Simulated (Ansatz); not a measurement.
# Ti (Fm-3m), clamped-ion strain scan

Theory: DFT r2SCAN, scalar-relativistic, plane waves, PAW in Ansatz. The runs took a 500 eV cutoff, a Γ-centred 20×20×20 mesh and Gaussian smearing (0.15 eV). No spin polarisation. Energies are free energies at this smearing, counted from the undisturbed cell; pressure is positive in compression.

Reference structure (as given, not relaxed at this level; it stands at 4.4 GPa; this fcc form isn't the usual structure):

```
CELL_PARAMETERS angstrom
0.00000 2.03000 2.03000
2.03000 0.00000 2.03000
2.03000 2.03000 0.00000
ATOMIC_POSITIONS crystal
Ti 0.00000 0.00000 0.00000
```

The cell is strained by ε times the Voigt pattern (1, -1, 0, 0, 0, 0) (xx, yy, zz, yz, xz, xy; engineering shear) with fractional coordinates fixed. The cell is metallic on the mesh throughout.

| ε | ΔE (meV/atom) | stress summed along the pattern (GPa, tension positive) | pressure (GPa) |
| --- | --- | --- | --- |
| -0.0600 | 13.2 | -3.41 | 4.6 |
| -0.0300 | 3.5 | -1.88 | 4.5 |
| 0.0000 | 0.0 | 0.00 | 4.4 |
| 0.0075 | 0.2 | 0.51 | 4.4 |
| 0.0150 | 0.9 | 0.99 | 4.4 |
| 0.0225 | 2.0 | ? | ? |
| 0.0375 | 5.3 | 2.31 | 4.5 |
| 0.0450 | 7.6 | 2.72 | 4.5 |
| 0.0525 | ? | ? | 4.6 |

By symmetry 0.0600 repeats -0.0600, -0.0450 repeats 0.0450, 0.0300 repeats -0.0300, -0.0150 repeats 0.0150 in energy; the slope of the energy along the path changes sign there.

Question: Give the withheld values.

Answer: stress summed along the pattern (GPa, tension positive) at ε = 0.0225: 1.44; pressure (GPa) at ε = 0.0225: 4.4; ΔE (meV/atom) at ε = 0.0525: 10.2; stress summed along the pattern (GPa, tension positive) at ε = 0.0525: 3.09.